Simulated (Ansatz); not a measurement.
Calculated with Ansatz: BiB, relaxation

Input:

```yaml
crystal:
  lattice:
    - [5.52929, 0.0, 0.0]
    - [0.0, 7.39742, 0.0]
    - [0.0, 0.0, 3.895849]
  atoms:
    - { symbol: Bi, position: [0.13, 0.18, 0.25] }
    - { symbol: Bi, position: [0.87, 0.82, 0.75] }
    - { symbol: Bi, position: [0.63, 0.32, 0.75] }
    - { symbol: Bi, position: [0.37, 0.68, 0.25] }
    - { symbol: B, position: [0.61, 0.03, 0.25] }
    - { symbol: B, position: [0.39, 0.97, 0.75] }
    - { symbol: B, position: [0.11, 0.47, 0.75] }
    - { symbol: B, position: [0.89, 0.53, 0.25] }
  symmetry: { tolerance: 0.0003 }
kpoints:
  mp_grid: { grid: [5, 4, 7], shift: [0, 0, 0] }
magnetization:
  spin_polarized: false
scf:
  occupations: { method: fermi_dirac }
  lower_state_search: "off"
hamiltonian:
  pseudopotentials: { kind: paw }
  xc: lda
basis:
  ecutwfc: 420
  fft_grid_basis: typed
relax:
  max_steps: 40
  cell: { p_target: 0.0 }
  f_tol: 0.03
output:
  forces: true
  stress: true
  eigenvalues: true
  bader: true
  populations: true
  elf: true
  write_potential: true
  volumetric_format: npy
  dos:
    e_range: [-12, 8]
    de: 0.05
    projected: { site_lists: { B: [B], Bi: [Bi] } }
  write_density: true
checkpoint:
  read: saved_state
```

Run with:

```bash
ansatz run input.yaml --threads 2 --pin off --max-ram 2560MiB --backend cpu --events-out ev --progress --plain --runs-dir out
```

Origin of the cell: a known structure type with other elements, at an estimated volume, so it need not be a known compound.

The smearing width isn't typed, so it takes its default of 0.1 eV.

The saved state is a converged single point of the same cell.

Steps («new basis» is an SCF on plane waves selected anew at the same cell):

| step | ΔF (meV/atom) | max force component (eV/Å) | P (GPa) | volume (Å³) | SCF iterations | step was |
| --- | --- | --- | --- | --- | --- | --- |
| 1 | 0.0 | 0.880 | -10.40 | 159.35 | 6 | accepted |
| 2 | -150.2 | 1.095 | -5.12 | 145.51 | 6 | accepted |
| 3 | -297.5 | 1.410 | -0.94 | 138.10 | 6 | accepted |
| 4 | -443.8 | 1.506 | 4.79 | 132.28 | 6 | accepted |
| 5 | -638.4 | 0.936 | 10.46 | 131.95 | 6 | accepted |
| 6 | -760.3 | 0.611 | 8.62 | 140.74 | 6 | accepted |
| 7 | -830.7 | 0.378 | -4.07 | 159.22 | 7 | accepted |
| 8 | -859.6 | 0.123 | 0.61 | 151.60 | 6 | accepted |
| 9 | -860.8 | 0.226 | 0.39 | 151.96 | 5 | accepted |
| 10 | -864.7 | 0.074 | -0.57 | 152.83 | 5 | accepted |
| 11 | -865.3 | 0.063 | -0.17 | 152.61 | 5 | accepted |
| 12 | -866.0 | 0.056 | -0.09 | 152.59 | 5 | accepted |
| 13 | -866.5 | 0.019 | 0.06 | 152.28 | 5 | accepted |
| 14 | -866.7 | 0.018 | -0.02 | 152.72 | 5 | accepted |
| 15 | -866.8 | 0.002 | 0.02 | 152.85 | 5 | accepted |
| 16 | -866.8 | 0.002 | -0.01 | 152.89 | 4 | accepted |
| 17 | -871.6 | 0.003 | 0.34 | 152.89 | 6 | new basis |
| 18 | -876.5 | 0.026 | 0.23 | 154.29 | 5 | accepted |
| 19 | -883.8 | 0.053 | 0.21 | 154.87 | 5 | accepted |
| 20 | -889.0 | 0.124 | 0.00 | 155.10 | 5 | accepted |
| 21 | -894.7 | 0.152 | -0.23 | 154.54 | 5 | accepted |
| 22 | -890.1 | 0.269 | -0.69 | 154.11 | 5 | rejected |
| 23 | -895.7 | 0.104 | -0.35 | 154.89 | 9 | accepted |
| 24 | -896.7 | 0.029 | 0.36 | 154.01 | 5 | accepted |
| 25 | -896.7 | 0.006 | -0.22 | 154.92 | 5 | accepted |
| 26 | -896.8 | 0.002 | -0.01 | 154.53 | 4 | accepted |
| 27 | -901.7 | 0.003 | 0.34 | 154.53 | 7 | new basis |
| 28 | -902.8 | 0.010 | 0.10 | 154.91 | 5 | accepted |
| 29 | -903.0 | 0.031 | 0.04 | 154.93 | 5 | accepted |
| 30 | -903.0 | 0.041 | 0.05 | 155.00 | 5 | accepted |
| 31 | -903.1 | 0.001 | 0.01 | 155.03 | 5 | accepted |
| 32 | -903.2 | 0.001 | 0.01 | 155.03 | 5 | new basis |

Step 1, with forces in eV/Å:

```xyz
8
Lattice="5.529 0.000 0.000 0.000 7.397 0.000 0.000 0.000 3.896" Properties=species:S:1:pos:R:3:forces:R:3 pbc="T T T" step=1
Bi    0.719    1.332    0.974    0.123    0.019    0.000
Bi    4.810    6.066    2.922   -0.123   -0.019    0.000
Bi    3.483    2.367    2.922    0.123   -0.019    0.000
Bi    2.046    5.030    0.974   -0.123    0.019    0.000
B     3.373    0.222    0.974   -0.880   -0.116    0.000
B     2.156    7.175    2.922    0.880    0.116    0.000
B     0.608    3.477    2.922   -0.880    0.116    0.000
B     4.921    3.921    0.974    0.880   -0.116    0.000
```

Step 3, with forces in eV/Å:

```xyz
8
Lattice="5.385 0.000 0.000 0.000 7.303 0.000 0.000 0.000 3.511" Properties=species:S:1:pos:R:3:forces:R:3 pbc="T T T" step=3
Bi    0.711    1.306    0.878   -0.068   -0.209    0.000
Bi    4.675    5.996    2.634    0.068    0.209    0.000
Bi    3.404    2.345    2.634   -0.068    0.209    0.000
Bi    1.982    4.957    0.878    0.068   -0.209    0.000
B     3.146    0.204    0.878   -1.410   -0.371    0.000
B     2.239    7.098    2.634    1.410    0.371    0.000
B     0.454    3.447    2.634   -1.410    0.371    0.000
B     4.932    3.855    0.878    1.410   -0.371    0.000
```

Step 5, with forces in eV/Å:

```xyz
8
Lattice="5.603 0.000 0.000 0.000 7.511 0.000 0.000 0.000 3.136" Properties=species:S:1:pos:R:3:forces:R:3 pbc="T T T" step=5
Bi    0.732    1.307    0.784   -0.288   -0.144    0.000
Bi    4.871    6.204    2.352    0.288    0.144    0.000
Bi    3.534    2.448    2.352   -0.288    0.144    0.000
Bi    2.069    5.062    0.784    0.288   -0.144    0.000
B     3.014    0.149    0.784   -0.936   -0.421    0.000
B     2.589    7.362    2.352    0.936    0.421    0.000
B     0.212    3.606    2.352   -0.936    0.421    0.000
B     5.391    3.904    0.784    0.936   -0.421    0.000
```

Step 6, with forces in eV/Å:

```xyz
8
Lattice="5.873 0.000 0.000 0.000 7.801 0.000 0.000 0.000 3.072" Properties=species:S:1:pos:R:3:forces:R:3 pbc="T T T" step=6
Bi    0.732    1.328    0.768   -0.100    0.081    0.000
Bi    5.140    6.473    2.304    0.100   -0.081    0.000
Bi    3.669    2.572    2.304   -0.100   -0.081    0.000
Bi    2.204    5.228    0.768    0.100    0.081    0.000
B     2.999    0.109    0.768   -0.611   -0.172    0.000
B     2.873    7.692    2.304    0.611    0.172    0.000
B     0.063    3.792    2.304   -0.611    0.172    0.000
B     5.810    4.009    0.768    0.611   -0.172    0.000
```

Step 8, with forces in eV/Å:

```xyz
8
Lattice="6.169 0.000 0.000 0.000 7.812 0.000 0.000 0.000 3.146" Properties=species:S:1:pos:R:3:forces:R:3 pbc="T T T" step=8
Bi    0.775    1.306    0.786    0.045    0.123    0.000
Bi    5.394    6.506    2.359   -0.045   -0.123    0.000
Bi    3.859    2.600    2.359    0.045   -0.123    0.000
Bi    2.310    5.212    0.786   -0.045    0.123    0.000
B     2.918   -0.073    0.786    0.027    0.107    0.000
B     3.251    7.885    2.359   -0.027   -0.107    0.000
B    -0.167    3.979    2.359    0.027   -0.107    0.000
B     6.335    3.833    0.786   -0.027    0.107    0.000
```

Step 10, with forces in eV/Å:

```xyz
8
Lattice="6.314 0.000 0.000 0.000 7.582 0.000 0.000 0.000 3.192" Properties=species:S:1:pos:R:3:forces:R:3 pbc="T T T" step=10
Bi    0.798    1.248    0.798    0.074    0.040    0.000
Bi    5.516    6.334    2.394   -0.074   -0.040    0.000
Bi    3.955    2.543    2.394    0.074   -0.040    0.000
Bi    2.359    5.039    0.798   -0.074    0.040    0.000
B     2.985   -0.036    0.798   -0.041    0.052    0.000
B     3.329    7.618    2.394    0.041   -0.052    0.000
B    -0.172    3.827    2.394   -0.041   -0.052    0.000
B     6.487    3.755    0.798    0.041    0.052    0.000
```

Step 12, with forces in eV/Å:

```xyz
8
Lattice="6.372 0.000 0.000 0.000 7.550 0.000 0.000 0.000 3.172" Properties=species:S:1:pos:R:3:forces:R:3 pbc="T T T" step=12
Bi    0.842    1.246    0.793   -0.056   -0.001    0.000
Bi    5.530    6.304    2.379    0.056    0.001    0.000
Bi    4.028    2.529    2.379   -0.056    0.001    0.000
Bi    2.344    5.021    0.793    0.056   -0.001    0.000
B     2.996   -0.031    0.793    0.054    0.002    0.000
B     3.376    7.581    2.379   -0.054   -0.002    0.000
B    -0.190    3.806    2.379    0.054   -0.002    0.000
B     6.563    3.744    0.793   -0.054    0.002    0.000
```

Step 13, with forces in eV/Å:

```xyz
8
Lattice="6.413 0.000 0.000 0.000 7.477 0.000 0.000 0.000 3.176" Properties=species:S:1:pos:R:3:forces:R:3 pbc="T T T" step=13
Bi    0.840    1.217    0.794   -0.010    0.019    0.000
Bi    5.574    6.260    2.382    0.010   -0.019    0.000
Bi    4.046    2.521    2.382   -0.010   -0.019    0.000
Bi    2.367    4.956    0.794    0.010    0.019    0.000
B     3.015   -0.022    0.794    0.010   -0.018    0.000
B     3.398    7.498    2.382   -0.010    0.018    0.000
B    -0.191    3.760    2.382    0.010    0.018    0.000
B     6.604    3.717    0.794   -0.010   -0.018    0.000
```

Step 17, with forces in eV/Å:

```xyz
8
Lattice="6.518 0.000 0.000 0.000 7.393 0.000 0.000 0.000 3.173" Properties=species:S:1:pos:R:3:forces:R:3 pbc="T T T" step=17
Bi    0.874    1.187    0.793   -0.002    0.000    0.000
Bi    5.643    6.207    2.380    0.002    0.000    0.000
Bi    4.133    2.510    2.380   -0.002    0.000    0.000
Bi    2.385    4.883    0.793    0.002    0.000    0.000
B     3.066   -0.035    0.793   -0.001   -0.003    0.000
B     3.451    7.428    2.380    0.001    0.003    0.000
B    -0.193    3.732    2.380   -0.001    0.003    0.000
B     6.710    3.662    0.793    0.001   -0.003    0.000
```

Step 19, with forces in eV/Å:

```xyz
8
Lattice="7.021 0.000 0.000 0.000 6.968 0.000 0.000 0.000 3.166" Properties=species:S:1:pos:R:3:forces:R:3 pbc="T T T" step=19
Bi    1.053    1.024    0.791    0.004   -0.041    0.000
Bi    5.967    5.944    2.374   -0.004    0.041    0.000
Bi    4.564    2.460    2.374    0.004    0.041    0.000
Bi    2.457    4.508    0.791   -0.004   -0.041    0.000
B     3.307   -0.078    0.791    0.053   -0.022    0.000
B     3.714    7.046    2.374   -0.053    0.022    0.000
B    -0.203    3.562    2.374    0.053    0.022    0.000
B     7.224    3.406    0.791   -0.053   -0.022    0.000
```

Step 21, with forces in eV/Å:

```xyz
8
Lattice="7.556 0.000 0.000 0.000 6.459 0.000 0.000 0.000 3.166" Properties=species:S:1:pos:R:3:forces:R:3 pbc="T T T" step=21
Bi    1.225    0.834    0.792    0.052   -0.057    0.000
Bi    6.331    5.625    2.375   -0.052    0.057    0.000
Bi    5.002    2.395    2.375    0.052    0.057    0.000
Bi    2.553    4.064    0.792   -0.052   -0.057    0.000
B     3.568   -0.090    0.792    0.152    0.070    0.000
B     3.988    6.549    2.375   -0.152   -0.070    0.000
B    -0.210    3.319    2.375    0.152   -0.070    0.000
B     7.766    3.140    0.792   -0.152    0.070    0.000
```

Step 24, with forces in eV/Å:

```xyz
8
Lattice="7.641 0.000 0.000 0.000 6.393 0.000 0.000 0.000 3.153" Properties=species:S:1:pos:R:3:forces:R:3 pbc="T T T" step=24
Bi    1.263    0.803    0.788   -0.013   -0.009    0.000
Bi    6.378    5.590    2.365    0.013    0.009    0.000
Bi    5.084    2.393    2.365   -0.013    0.009    0.000
Bi    2.557    4.000    0.788    0.013   -0.009    0.000
B     3.632   -0.077    0.788   -0.029   -0.013    0.000
B     4.009    6.470    2.365    0.029    0.013    0.000
B    -0.188    3.274    2.365   -0.029    0.013    0.000
B     7.829    3.120    0.788    0.029   -0.013    0.000
```

Step 25, with forces in eV/Å:

```xyz
8
Lattice="7.676 0.000 0.000 0.000 6.394 0.000 0.000 0.000 3.156" Properties=species:S:1:pos:R:3:forces:R:3 pbc="T T T" step=25
Bi    1.269    0.799    0.789   -0.002   -0.004    0.000
Bi    6.407    5.595    2.367    0.002    0.004    0.000
Bi    5.107    2.398    2.367   -0.002    0.004    0.000
Bi    2.569    3.996    0.789    0.002   -0.004    0.000
B     3.646   -0.078    0.789    0.006    0.004    0.000
B     4.030    6.472    2.367   -0.006   -0.004    0.000
B    -0.192    3.275    2.367    0.006   -0.004    0.000
B     7.868    3.119    0.789   -0.006    0.004    0.000
```

Step 29, with forces in eV/Å:

```xyz
8
Lattice="7.812 0.000 0.000 0.000 6.284 0.000 0.000 0.000 3.156" Properties=species:S:1:pos:R:3:forces:R:3 pbc="T T T" step=29
Bi    1.306    0.764    0.789    0.022    0.008    0.000
Bi    6.507    5.520    2.367   -0.022   -0.008    0.000
Bi    5.212    2.378    2.367    0.022   -0.008    0.000
Bi    2.600    3.906    0.789   -0.022    0.008    0.000
B     3.714   -0.059    0.789    0.012   -0.031    0.000
B     4.098    6.343    2.367   -0.012    0.031    0.000
B    -0.192    3.201    2.367    0.012    0.031    0.000
B     8.005    3.083    0.789   -0.012   -0.031    0.000
```

Step 32, with forces in eV/Å:

```xyz
8
Lattice="7.852 0.000 0.000 0.000 6.258 0.000 0.000 0.000 3.155" Properties=species:S:1:pos:R:3:forces:R:3 pbc="T T T" step=32
Bi    1.320    0.756    0.789    0.001    0.001    0.000
Bi    6.532    5.502    2.366   -0.001   -0.001    0.000
Bi    5.247    2.373    2.366    0.001   -0.001    0.000
Bi    2.606    3.885    0.789   -0.001    0.001    0.000
B     3.737   -0.062    0.789   -0.001    0.001    0.000
B     4.115    6.320    2.366    0.001   -0.001    0.000
B    -0.189    3.191    2.366   -0.001   -0.001    0.000
B     8.041    3.067    0.789    0.001    0.001    0.000
```

- Free energy lowered by: 903.2 meV/atom
- Volume change: -2.71 %
- Final pressure: 0.01 GPa
- Relaxation steps listed: 32
- Formation energy (elements under the same functional, gases as molecules, uncorrected): 0.524 eV/atom

Caveats: no spin-orbit coupling, though heavy elements are present; the relaxation held the start's symmetry, so the end may be a saddle point.

It ran for 320 s of wall time on 2 CPU thread(s) of a shared host, from a saved density.
